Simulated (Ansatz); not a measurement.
Total density of states per atom from the program Ansatz at the PBE level (PAW), in 0.25 eV bins, energy from the Fermi level:

```
E (eV)  states/eV/atom
------  --------------
-7.85             0.00
-7.60             0.00
-7.35             0.03
-7.10             0.19
-6.85             0.29
-6.60             0.34
-6.35             0.37
-6.10             0.38
-5.85             0.24
-5.60             0.34
-5.35             0.33
-5.10             0.43
-4.85             0.65
-4.60             0.96
-4.35             0.82
-4.10             0.99
-3.85             1.04
-3.60             0.98
-3.35             1.08
-3.10             2.18
-2.85             1.44
-2.60             1.76
-2.35             1.35
-2.10             2.52
-1.85             2.37
-1.60             2.65
-1.35             1.77
-1.10             1.16
-0.85             1.23
-0.60             0.72
-0.35             0.31
-0.10             0.45
0.15              0.45
0.40              0.37
0.65              0.32
0.90              0.33
1.15              0.37
1.40              0.40
1.65              0.29
1.90              0.31
2.15              0.36
2.40              0.32
2.65              0.30
2.90              0.32
3.15              0.28
3.40              0.35
3.65              0.42
3.90              0.40
4.15              0.42
4.40              0.38
4.65              0.32
```

**Question.** Which of these materials gives this?
A) CoSi2, fluorite or antifluorite type
B) SiC, zinc blende
C) Si2W, MoSi2 or CaC2 type
D) SiNi2, Pnma (Si on 4c, Ni on 4c, Ni on 4c)

**Answer.** D, SiNi2, Pnma (Si on 4c, Ni on 4c, Ni on 4c). Within 0.5 eV of the Fermi level: Ni 3d 67 %, Si 3p 22 %. Projections are on Löwdin-orthogonalised atomic valence shells; empty p or d shells of many metals are not among them.

Symmetry was held in the PBE relaxation. The run is not spin-polarised.

Potentials: the earlier of the program's two PAW sets.
